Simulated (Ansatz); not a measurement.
# Be4FeGe: do energies and stresses tell the same story?

Theory: DFT r2SCAN, scalar-relativistic, plane waves, PAW in Ansatz.

Plane waves to 500 eV, a k mesh through Γ of 10×10×10 on the computed 6-atom cell and Gaussian smearing (0.10 eV); no spin polarisation.

Relaxed cell: F-43m, a = 5.934 Å, b = 5.934 Å, c = 5.934 Å, α = 90.00°, β = 90.00°, γ = 90.00°, 6 atoms in the primitive cell. Whether it is the stable form of this composition wasn't checked.

Energies at zero smearing and pressures from the stress tensor, at volumes with shape and atoms relaxed:
| V (Å³/atom) | E − E(first) (meV/atom) | P (GPa) |
| --- | --- | --- |
| 8.183 | 0.00 | 11.47 |
| 8.444 | -13.46 | 5.25 |
| 8.705 | -17.55 | 0.00 |
| 8.966 | -13.70 | -4.43 |
| 9.227 | -3.22 | -8.12 |

Question: Check P = −dE/dV between neighbouring volumes, and get the bulk modulus from the pressures alone.

Answer: With 1 eV/Å³ = 160.2 GPa:
```
middle V (Å³/atom)  −ΔE/ΔV (GPa) mean P (GPa)
             8.313         8.258         8.361
             8.574         2.507         2.624
             8.835        -2.358        -2.219
             9.097        -6.433        -6.275
```

The two differ by 0.16 GPa at most. The mean of two end pressures misses the average over a step by about ΔV² P″/12, up to 0.09 GPa here; with that taken off 0.10 GPa remains. The stress is the derivative of the free energy, not of the energy at zero smearing, and with free energies 0.00 GPa remains. Around V = 8.705 Å³/atom, the two neighbours give B = −V ΔP/ΔV = 8.705 × 9.69 / 0.522 = 161.4 GPa, against B0 = 161.6 GPa from the Birch–Murnaghan fit of the energies.

A ferromagnetic start lost its moments in a first run, so spin was left out; other magnetic orders weren't tried.